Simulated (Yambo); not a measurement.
Ba2MgWO6 (space group Fm-3m, No. 225): the exchange self-energy on PBEsol orbitals (Yambo, 2×2×2 mesh) holds the Coulomb divergence, which is integrated with random points (RandQpts).

| random points | exchange-only gap Γ → X (eV) | shift of the valence edge (eV) | gap against the reference (meV) |
|---|---|---|---|
| 1,000 | 12.95 | -4.57 | -377 |
| 10,000 | 13.22 | -4.96 | -107 |
| 100,000 | 13.34 | -5.14 | 11 |
| 1,000,000 | 13.33 | -5.13 | 1 |
| 5,000,000 | 13.33 | -5.12 | reference |

From 100,000 points on, the gap stays within 20 meV of the run with most points. The error is statistical; each row is a single draw, so the rows fix no rate of convergence.

Spin-orbit coupling is not included.

Geometry of the Materials Project entry, not relaxed at this level; primitive cell a = b = c = 5.8240 Å, α = β = γ = 60.00°.

A shift is the quasiparticle energy of the state minus its PBEsol energy.
